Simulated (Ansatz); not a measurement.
# One input, then a changed one: Zn (hcp type)

First run: DFT, PBE, PAW with Ansatz's default frozen-core files, scalar-relativistic (Ansatz 0.2.0).

Command: `ansatz run input.yaml --threads 1 --pin off --max-ram 2048MiB --backend cpu --events-out ev --progress --plain --runs-dir out` It took 11 s on 1 thread of Arm Neoverse V2, on a shared host, peak memory 0.34 GiB.

```yaml
crystal:
  lattice:
    - [2.5750202512, 0.0, 0.0]
    - [-1.2875101256, 2.2300329528, 0.0]
    - [0.0, 0.0, 4.7238102817]
  atoms:
    - { symbol: Zn, position: [0.3333333333, 0.6666666667, 0.25] }
    - { symbol: Zn, position: [0.6666666667, 0.3333333333, 0.75] }
kpoints:
  mp_grid: { grid: [16, 16, 9] }
scf:
  occupations: { method: fermi_dirac, width: 0.05 }
hamiltonian:
  xc: pbe
  pseudopotentials: { kind: paw }
output:
  forces: true
  stress: true
relax:
  f_tol: 0.005
  max_steps: 30
  cell: { stress_tol: 0.05, fix: [volume] }
```

The base cell comes from a relaxation on PAW files under the same functional, and the cell shown is scaled from it.

This run: shape and atoms relaxed at 0.9 of the base cell's volume.

It converges in 19 SCF iterations over all geometries at a pressure of 9.99 GPa, ending at 13.56 Å³/atom, cutoff 420 eV.

The input is then changed:

```diff
   occupations: { method: fermi_dirac, width: 0.05 }
+  algorithm: density_mixing
 hamiltonian:
```

**Question.** Predict the outcome of the changed run.

**Answer.** It converges in 19 SCF iterations over all geometries at a pressure of 9.99 GPa, ending at 13.56 Å³/atom, cutoff 420 eV, free energy 0.0 meV/atom against the first run's. Results part of its log:
```
basis re-selected at this cell: Δ(F+E_penalty+E_count) = +2.352e-5 eV, ΔP = -0.011 GPa vs the last step (what re-selecting the basis moved, of the pressure what is left beyond the Pulay correction that the steps carried, after the strain that the cell walked since its last selection, with what the two solves' SCF thresholds leave and, on support functions, any second-order correction that the steps lacked; it is no measure of the basis error at this ecutwfc). This SCF's stress stands 4.37e-2 GPa from its target on what of the cell is left free (relax.cell.stress_tol is 5.00e-2 GPa) and its largest allowed force component is 2.68e-16 eV/Å (relax.f_tol is 5.00e-3 eV/Å): within both
SCF converged after 5 iterations
Free energy (F): -6637.985328 eV
Harris-Foulkes:  -6637.985328 eV  (|F-HF|=2.09e-11)
Internal energy: -6637.984198 eV  (E = F + TS)
E sigma→0 (E₀):  -6637.984763 eV
Entropy (-TS):   -0.001131 eV (-0.565 meV/atom)
Fermi energy:    12.975503 eV
--- Per-component energies (eV) ---
  E_band       = 134.044654
  E_kinetic    = 264.335175
  E_local      = -2916.223269  (includes V_loc(G=0)·N_el)
  E_nonlocal   = 1219.434686
  E_hartree    = 1227.006314
  E_xc         = -277.238034
  E_vxc        = -107.682336  (∫ρ·V_xc dr)
  E_paw        = -3647.553932  (= ΣΔE_a)
  E_vpaw       = -779.831445  (= ΣTr[D̂ρ^β])
  E_aug_tail   = -0.000748  (compensation charges beyond the density's cutoff)
  E_ewald      = -2507.744389
  E_smearing   = -0.001131  (= −TS)
  E_closure    = -0.000000  (closes the sum)
  Σ components = -6637.985328   (vs F -6637.985328, Δ=0.00e0)
--- Forces (eV/Å), atoms counted from 1 ---
  atom   1  Zn     0.00000000     0.00000000     0.00000000
  atom   2  Zn     0.00000000    -0.00000000    -0.00000000
  max |Σ_I F_I| component: 5.55e-17 eV/Å
--- Stress (GPa, compression-positive) ---
        9.964224      -0.000000      -0.000000
       -0.000000       9.964224      -0.000000
       -0.000000      -0.000000      10.029742
  P = ⅓ Tr σ = 9.9861 GPa (99.861 kbar)
--- Relaxed structure (3 steps of the walk, 3 accepted, 1 SCFs on fresh bases) ---
  F+E_penalty+E_count = -6637.98532838 eV   max|allowed force component| = 2.683e-16 eV/Å   (the final SCF, on the basis selected at the relaxed cell)
  cell:  # Å, volume = 27.1259 Å³
    - [2.5929592874742395, 1.7605771700819083e-33, 8.802885850409541e-34]
    - [-1.2964796437371198, 2.2455686139314883, 1.3161991545971637e-34]
    - [1.6148674042234988e-33, 1.2111505531676243e-33, 4.658674302722828]
  atoms:
    - { symbol: Zn, position: [0.3333333333333333, 0.6666666666666666, 0.25] }
    - { symbol: Zn, position: [0.6666666666666666, 0.3333333333333333, 0.7499999999999999] }
```
